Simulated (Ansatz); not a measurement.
Y:
Space group P6₃/mmc (No. 194); a = b = 3.676 Å, c = 5.676 Å, α = β = 90.00°, γ = 120.00°

| atom | site | symmetry | x | y | z |
|---|---|---|---|---|---|
| Y | 2d | -6m2 | 0.6667 | 0.3333 | 0.2500 |

Relaxed at zero pressure with plane-wave PAW r²SCAN+D4 (Ansatz code).

### Question
The volume is raised by 6 % and shape and atoms relax at that volume. What pressure results, and how do the axes share the change?

### Answer
-2.2 GPa; a 1.9 %, b 1.9 %, c 2.1 %; the energy rises by 14 meV/atom.

### Question
Give the new structure.

### Answer

Space group P6₃/mmc (No. 194); a = 3.7457 Å, b = 3.7457 Å, c = 5.7958 Å, α = 90.00°, β = 90.00°, γ = 120.00°

| atom | site | symmetry | x | y | z |
|---|---|---|---|---|---|
| Y | 2d | -6m2 | 0.6667 | 0.3333 | 0.2500 |

The phase is kept; no other phase was compared at this pressure.

Space group P6_3/mmc (hcp (Mg type)). Symmetry was held in the r²SCAN+D4 relaxation. No spin polarisation was allowed. The pairwise dispersion correction was not fitted to metals. Axis ratios of metals converge slowly with the k-mesh, so a and c are less sure than the volume.

Potentials: the later of the program's two PAW sets.
